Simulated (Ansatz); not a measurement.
Molecular dynamics on a 2×2×2 supercell (32 atoms) of SiC3 (ordering on diamond), relaxed with r2SCAN. Forces come from PBEsol in Ansatz: Langevin thermostat and barostat (NPT), 1000 K, steps of 3 fs. Classical nuclei, no spin polarisation; a few dozen steps show the first response, not equilibrium. The structure comes from a prototype and may be hypothetical.

```yaml
crystal:
  lattice:
    - [5.5928013748, 0.0, 0.0]
    - [0.0, 5.5928013748, 0.0]
    - [0.0, 0.0, 8.1800872012]
  atoms:
    - { symbol: C, position: [0.25, 0.0, 0.3931344881] }
    - { symbol: C, position: [0.25, 0.25, 0.0] }
    - { symbol: C, position: [0.0, 0.25, 0.1068655119] }
    - { symbol: Si, position: [0.0, 0.0, 0.25] }
    - { symbol: C, position: [0.25, 0.0, 0.8931344881] }
    - { symbol: C, position: [0.25, 0.25, 0.5] }
    - { symbol: C, position: [0.0, 0.25, 0.6068655119] }
    - { symbol: Si, position: [0.0, 0.0, 0.75] }
    - { symbol: C, position: [0.25, 0.5, 0.3931344881] }
    - { symbol: C, position: [0.25, 0.75, 0.0] }
    - { symbol: C, position: [0.0, 0.75, 0.1068655119] }
    - { symbol: Si, position: [0.0, 0.5, 0.25] }
    - { symbol: C, position: [0.25, 0.5, 0.8931344881] }
    - { symbol: C, position: [0.25, 0.75, 0.5] }
    - { symbol: C, position: [0.0, 0.75, 0.6068655119] }
    - { symbol: Si, position: [0.0, 0.5, 0.75] }
    - { symbol: C, position: [0.75, 0.0, 0.3931344881] }
    - { symbol: C, position: [0.75, 0.25, 0.0] }
    - { symbol: C, position: [0.5, 0.25, 0.1068655119] }
    - { symbol: Si, position: [0.5, 0.0, 0.25] }
    - { symbol: C, position: [0.75, 0.0, 0.8931344881] }
    - { symbol: C, position: [0.75, 0.25, 0.5] }
    - { symbol: C, position: [0.5, 0.25, 0.6068655119] }
    - { symbol: Si, position: [0.5, 0.0, 0.75] }
    - { symbol: C, position: [0.75, 0.5, 0.3931344881] }
    - { symbol: C, position: [0.75, 0.75, 0.0] }
    - { symbol: C, position: [0.5, 0.75, 0.1068655119] }
    - { symbol: Si, position: [0.5, 0.5, 0.25] }
    - { symbol: C, position: [0.75, 0.5, 0.8931344881] }
    - { symbol: C, position: [0.75, 0.75, 0.5] }
    - { symbol: C, position: [0.5, 0.75, 0.6068655119] }
    - { symbol: Si, position: [0.5, 0.5, 0.75] }
kpoints:
  mp_grid: { grid: [2, 2, 2] }
hamiltonian:
  xc: pbesol
scf:
  occupations: { method: fermi_dirac, width: 0.086 }
md:
  ensemble: npt_langevin
  temperature: 1000
  timestep: 3.0
  n_steps: 30
  initial_velocities: maxwell_boltzmann
  seed: 6140
```

Run as `ansatz run input.yaml --threads 4 --pin off --max-ram 3686MiB --backend cpu --events-out ev --progress --plain --runs-dir out`.

```
step  t (fs)  T (K)  free energy F from step 0 (meV/atom)  kinetic energy (meV/atom)  pressure (GPa)  volume (Å³/atom)  largest force (eV/Å)
   0       0    969                                   0.0                      125.2            0.53              8.00                  0.44
   1       3    835                                  23.6                      107.9            1.16              7.99                  3.41
   2       6    521                                  69.7                       67.4            2.04              7.99                  6.10
   3       9    399                                  94.3                       51.5            2.28              7.99                  5.93
   4      12    433                                  90.8                       56.0            1.72              7.99                  4.70
   5      15    506                                  81.5                       65.5            1.03              7.98                  3.72
   6      18    494                                  79.9                       63.8            0.55              7.98                  3.58
   7      21    534                                  82.0                       69.1            0.50              7.98                  4.52
   8      24    533                                  86.7                       68.9            0.79              7.98                  4.59
   9      27    559                                  92.7                       72.3            1.42              7.98                  3.78
  10      30    565                                  96.8                       73.0            2.09              7.98                  4.28
  11      33    572                                  96.4                       73.9            2.49              7.98                  4.29
  12      36    635                                  93.9                       82.1            2.56              7.98                  3.36
  13      39    728                                  89.8                       94.1            2.34              7.98                  3.49
  14      42    761                                  84.1                       98.4            1.71              7.98                  3.44
  15      45    752                                  83.8                       97.2            1.21              7.98                  3.73
  16      48    718                                  90.3                       92.8            1.05              7.98                  3.93
  17      51    714                                  97.9                       92.3            1.01              7.98                  3.98
  18      54    715                                 100.2                       92.4            0.88              7.99                  4.39
  19      57    776                                  96.1                      100.3            0.85              7.99                  4.04
  20      60    849                                  93.6                      109.8            1.15              8.00                  3.98
  21      63    784                                 102.7                      101.3            1.57              8.01                  4.71
  22      66    737                                 112.7                       95.3            1.83              8.02                  6.83
  23      69    702                                 111.9                       90.7            1.61              8.03                  6.33
  24      72    811                                  99.3                      104.9            1.00              8.04                  5.14
  25      75    867                                  85.8                      112.1           -0.04              8.05                  5.24
  26      78    910                                  83.2                      117.6           -0.87              8.07                  5.50
  27      81    772                                  93.6                       99.7           -1.56              8.08                  5.01
  28      84    716                                 106.1                       92.5           -1.94              8.09                  4.74
  29      87    650                                 115.2                       84.1           -2.24              8.10                  4.79
  30      90    648                                 119.3                       83.8           -2.31              8.11                  4.92
```

The temperature starts at 969 K, is lowest at step 3 (399 K, 9 fs) and ends at 648 K. The thermostat hasn't had time to restore it. The atoms start on their lattice sites with kinetic energy alone, so much of it first passes into potential energy.

Positions (Å) and forces (eV/Å) at step 30:
```
cell (Å): 5.619 0.000 0.000; 0.000 5.619 0.000; 0.000 0.000 8.218
C    1.238  -0.056   3.254    -0.107   1.794   0.579
C    1.253   1.407   0.016     0.191  -0.514  -0.067
C   -0.108   1.390   0.860    -0.746   1.649   1.169
Si  -0.195   0.024   2.159     0.543   0.779  -2.507
C    1.267  -0.012   7.345     0.466  -0.272   0.056
C    1.351   1.391   4.167    -1.487   1.689   1.123
C   -0.021   1.507   5.044    -0.808  -2.602  -0.278
Si  -0.138  -0.019   6.175     0.116   2.432   0.197
C    1.366   2.819   3.417    -1.126   0.240  -4.492
C    1.274   4.105   0.053    -0.166   2.416  -0.104
C   -0.093   4.341   0.835    -1.171  -2.133   2.049
Si  -0.218   2.908   2.037     4.056  -1.812  -0.221
C    1.130   2.801   7.432     1.903  -0.090  -0.445
C    1.262   4.288   4.117     0.397  -1.470   1.424
C   -0.172   4.295   4.979     0.292  -0.944  -0.787
Si  -0.163   2.901   6.175    -0.576  -0.619  -0.755
C    3.986  -0.066   3.262     0.979   0.841   0.205
C    4.084   1.407  -0.128     0.279   0.057   2.550
C    2.764   1.456   0.775    -1.470  -1.502   2.419
Si   2.621   0.001   2.107     0.222  -0.018  -3.399
C    4.081  -0.015   7.370    -0.186   0.422  -1.109
C    3.968   1.361   4.035     1.879   1.426   2.701
C    2.689   1.511   5.076     0.054  -0.221  -1.852
Si   2.691   0.075   6.173    -0.121   0.790   1.944
C    4.129   2.755   3.253    -1.628   0.482   0.748
C    4.100   4.251   0.033    -0.347   0.041  -0.580
C    2.679   4.145   0.902     0.092   2.503   0.026
Si   2.747   2.812   2.077    -2.066  -1.144   0.400
C    4.033   2.880   7.306     0.567  -0.343   0.895
C    4.057   4.205   4.108    -0.165   0.366   1.221
C    2.659   4.439   4.992    -0.284  -4.880  -0.587
Si   2.567   2.922   6.288     0.418   0.637  -2.521
```
